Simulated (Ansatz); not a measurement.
Consider the following.

ZnCu:
```cif
data_CuZn
_chemical_formula_sum 'Zn1 Cu1'
_space_group_name_H-M_alt 'Pm-3m'
_space_group_IT_number 221
_space_group_name_Hall '-P 4 2 3'
_cell_length_a 2.86921
_cell_length_b 2.86921
_cell_length_c 2.86921
_cell_angle_alpha 90.000
_cell_angle_beta 90.000
_cell_angle_gamma 90.000
loop_
_atom_site_label
_atom_site_type_symbol
_atom_site_symmetry_multiplicity
_atom_site_Wyckoff_symbol
_atom_site_fract_x
_atom_site_fract_y
_atom_site_fract_z
_atom_site_occupancy
Zn1 Zn 1 b 0.50000 0.50000 0.50000 1
Cu1 Cu 1 a 0.00000 0.00000 0.00000 1
```

This is the LDA-relaxed structure.

Problem. All from the program Ansatz at the LDA level (PAW), unless another level is named. Predict the density of states at the Fermi level.

Solution. 0.24 states/eV per atom (mean over ±0.08 eV).

Problem. What about the formation energy from the elements (no fitted shifts)?

Solution. -10 kJ/mol of atoms.

The cell was relaxed with LDA under the symmetry of its start. The run is not spin-polarised. The references are the lowest solids computed at this level, not always the standard phases.

Potentials: the earlier of the program's two PAW sets. The files were generated under PBE; for other functionals the program regenerates the frozen cores, and for LDA and PBEsol the local potential too.
